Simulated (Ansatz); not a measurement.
Here is the system:

C:
```yaml
crystal:
  lattice:
    - [1.25655, 0.72547, 14.44725]
    - [-1.25655, 0.72547, 14.44725]
    - [0.00000, -1.45094, 14.44725]
  atoms:
    - { symbol: C, position: [0.91046, 0.91046, 0.91046] }
    - { symbol: C, position: [0.94659, 0.94659, 0.94659] }
    - { symbol: C, position: [0.29186, 0.29186, 0.29186] }
    - { symbol: C, position: [0.32740, 0.32740, 0.32740] }
    - { symbol: C, position: [0.67260, 0.67260, 0.67260] }
    - { symbol: C, position: [0.70814, 0.70814, 0.70814] }
    - { symbol: C, position: [0.05341, 0.05341, 0.05341] }
    - { symbol: C, position: [0.08954, 0.08954, 0.08954] }
    - { symbol: C, position: [0.76814, 0.76814, 0.76814] }
    - { symbol: C, position: [0.80368, 0.80368, 0.80368] }
    - { symbol: C, position: [0.48222, 0.48222, 0.48222] }
    - { symbol: C, position: [0.51778, 0.51778, 0.51778] }
    - { symbol: C, position: [0.19632, 0.19632, 0.19632] }
    - { symbol: C, position: [0.23186, 0.23186, 0.23186] }
```

This is the r²SCAN-relaxed structure. x, y and z are the axes in which the lattice vectors are written.

Question: All from plane-wave PAW r²SCAN (Ansatz code), unless another level is named. Give the hole effective mass, band 2 of 2 at the edge.

Answer: 0.26 along x, 0.65 along z (mₑ).

Question: What about the HSE06 gap on the r²SCAN cell?

Answer: 5.58 eV.

Question: And the conduction-band minimum?

Answer: on the F–Γ line, 27 % of the way from F (6 equivalent valleys).

Space group R-3m. The start of the workflow was typed in or built on a structure type; the Crystallography Open Database files this formula in space group No. 166, but the cells were not matched. It is not the phase usual at ambient conditions (space group No. 194, 227). The cell was relaxed with r²SCAN under the symmetry of its start; its stability against distortions is not shown here.

Potentials: the later of the program's two PAW sets.
